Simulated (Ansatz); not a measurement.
Put Ba3HfO in P4/mmm (No. 123): Ba on 2e and 1a; Hf on 1c; O on 1d.

Theory: Ansatz, DFT PBE, scalar-relativistic, plane waves, PAW. Cutoff 420 eV, Γ-centred mesh, Gaussian smearing, no spin polarisation.

Formation energies are uncorrected and refer to the elements' standard structures at the same level (O₂ as a molecule).

Question: Which cell and coordinates does it relax to?

Answer:

Space group P4/mmm (No. 123). a = 6.562 Å, b = 6.562 Å, c = 4.118 Å, α = 90.00°, β = 90.00°, γ = 90.00°
```
atom  site  symmetry       x       y       z
  Ba    2e      mmm.  0.5000  0.0000  0.5000
  Ba    1a     4/mmm  0.0000  0.0000  0.0000
  Hf    1c     4/mmm  0.5000  0.5000  0.0000
   O    1d     4/mmm  0.5000  0.5000  0.5000
```

Ba on a site of symmetry mmm has 2 O at 3.28 Å, 4 Ba at 3.87 Å, 4 Hf at 3.87 Å, 2 Ba at 4.12 Å and 4 Ba at 4.64 Å; Ba on a site of symmetry 4/mmm has 8 Ba at 3.87 Å and 2 Ba at 4.12 Å; Hf is surrounded by 2 O at 2.06 Å and 8 Ba at 3.87 Å; O is surrounded by 2 Hf at 2.06 Å and 4 Ba at 3.28 Å. Another local minimum with the same sites may exist.

Question: Where does its energy lie, and is it a metal?

Answer: The formation energy is −0.70 eV/atom and the gap on the 6×6×10 mesh of the 5-atom cell is 0 eV (a metal). It lies below the elements, which doesn't yet make it stable against other compounds or structures.

The last run used Gaussian smearing of 0.10 eV. Spin–orbit coupling, which can matter for Hf, is left out. A structure relaxed within its symmetry needn't be a true minimum.
